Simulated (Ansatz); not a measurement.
GaGeO₃ in space group P4mm (No. 99; Ga on 1b, Ge on 1a, O on 2c, O on 1b) under volume change, DFT-LDA in the program Ansatz with PAW potentials, shape and atoms relaxed at each volume.

```
V (Å³/atom)  E − E(relaxed) (meV/atom)  P (GPa)
-----------  -------------------------  -------
10.171                            43.9    15.34
10.506                            18.3     9.30
10.842                             4.3     4.23
11.177                             0.0     0.00
11.512                             3.8    -3.52
11.848                             [?]      [?]
12.183                             [?]      [?]
```

Task: Some entries are withheld; supply them.

Result: 
- 11.848, E − E(relaxed) (meV/atom): 14.3
- 11.848, P (GPa): -6.42
- 12.183, E − E(relaxed) (meV/atom): 30.3
- 12.183, P (GPa): -8.80

Task: What does a third-order Birch–Murnaghan fit give for V₀, B₀ and B′?

Result: V₀ = 11.18 Å³/atom, B₀ = 128 GPa, B′ = 5.1.

The start of the workflow was typed in or built on a structure type; neither database checked (COD, Materials Project) lists it. Its standing as an ambient phase is unchecked. The cell was relaxed with LDA under the symmetry of its start. At this level the phase is dynamically unstable (imaginary phonons). A crystal of weakly bound units computed without a dispersion correction: the cell and the soft elastic constants depend strongly on that.

Potentials: the later of the program's two PAW sets.
